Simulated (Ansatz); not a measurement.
## BeZn₃Se₄: rattling a relaxed structure

The cell was found from a proposed guess, not taken from experiment.

Computed with DFT PBE, scalar-relativistic, plane waves, PAW (Ansatz 0.2.0). Cutoff 420 eV; k points 4×4×4 on the computed 16-atom cell (Γ-centred); Gaussian smearing, width 0.02 eV; no spin polarisation.

The cell below (16 atoms, space group Pmn2_1 (No. 31)) is relaxed within its symmetry.

```cif
data_structure
_symmetry_space_group_name_H-M 'P 1'
_symmetry_Int_Tables_number 1
_cell_length_a 7.8866
_cell_length_b 6.8284
_cell_length_c 6.4880
_cell_angle_alpha 90.000
_cell_angle_beta 90.000
_cell_angle_gamma 90.000
_cell_volume 349.40
loop_
_atom_site_label
_atom_site_type_symbol
_atom_site_fract_x
_atom_site_fract_y
_atom_site_fract_z
_atom_site_occupancy
Be1 Be 0.00000 0.83046 0.99720 1
Be2 Be 0.50000 0.16954 0.49720 1
Zn1 Zn 0.50000 0.84142 0.99818 1
Zn2 Zn 0.74881 0.66963 0.49979 1
Zn3 Zn 0.25119 0.66963 0.49979 1
Zn4 Zn 0.00000 0.15858 0.49818 1
Zn5 Zn 0.75119 0.33037 0.99979 1
Zn6 Zn 0.24881 0.33037 0.99979 1
Se1 Se 0.00000 0.82683 0.34583 1
Se2 Se 0.23474 0.67545 0.88172 1
Se3 Se 0.76526 0.67545 0.88172 1
Se4 Se 0.50000 0.85873 0.38077 1
Se5 Se 0.50000 0.17317 0.84583 1
Se6 Se 0.73474 0.32455 0.38172 1
Se7 Se 0.26526 0.32455 0.38172 1
Se8 Se 0.00000 0.14127 0.88077 1
```

For the test it was strained at random (σ = 1.5 % a component), the atoms were moved at random (σ = 0.05 Å), and all was relaxed again on a coarse 2×2×2 mesh (in the run’s order of axes) with 0.10 eV smearing, with no symmetry imposed.

Question: Is the structure stable against such a distortion?

Answer: It returns, within 1 meV/atom of the unmoved cell on that mesh and with the same symmetry when read at 0.1 Å (P1 at 0.01 Å, so small strains and shifts remain). No instability shows in this cell; modes of other wave vectors, which need another repeat, aren't tested.
